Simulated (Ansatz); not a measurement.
CuAu:
```yaml
crystal:
  lattice:
    - [2.83479, 0.00000, 0.00000]
    - [0.00000, 2.83479, 0.00000]
    - [0.00000, 0.00000, 3.53646]
  atoms:
    - { symbol: Cu, position: [0.50000, 0.50000, 0.50000] }
    - { symbol: Au, position: [0.00000, 0.00000, 0.00000] }
```

Relaxed with PBEsol. Special points in fractions of this cell's reciprocal vectors: Γ (0.000, 0.000, 0.000); X (0.000, 0.500, 0.000); M (0.500, 0.500, 0.000); Z (0.000, 0.000, 0.500); R (0.000, 0.500, 0.500); A (0.500, 0.500, 0.500).

Task: List the band energies nearest the Fermi level at these points for PBEsol with spin–orbit coupling in the plane-wave PAW code Ansatz.

Result: In eV from the Fermi level; about four levels below and three above (degenerate sets whole), none deeper than 8.9 eV; points with the same levels are listed once.

| k | below | above |
|---|---|---|
| Γ | -1.62 -1.62 -1.23 -1.23 | 2.56 2.56 8.92 8.92 |
| X | -1.04 -1.04 -0.35 -0.35 | 9.53 9.53 10.38 10.38 |
| M | -1.14 -1.14 -0.30 -0.30 | 0.53 0.53 4.78 4.78 |
| Z | -2.24 -2.24 -2.08 -2.08 | 13.38 13.38 14.00 14.00 |
| R | -1.39 -1.39 -0.92 -0.92 | 2.69 2.69 4.66 4.66 |
| A | -1.80 -1.80 -1.74 -1.74 | 4.47 4.47 5.12 5.12 |

Space group P4/mmm (L1₀ or tetragonal B2). Symmetry was held in the PBEsol relaxation; of distortions, only those at the zone centre were tested. The run is not spin-polarised.

Potentials: the earlier of the program's two PAW sets.
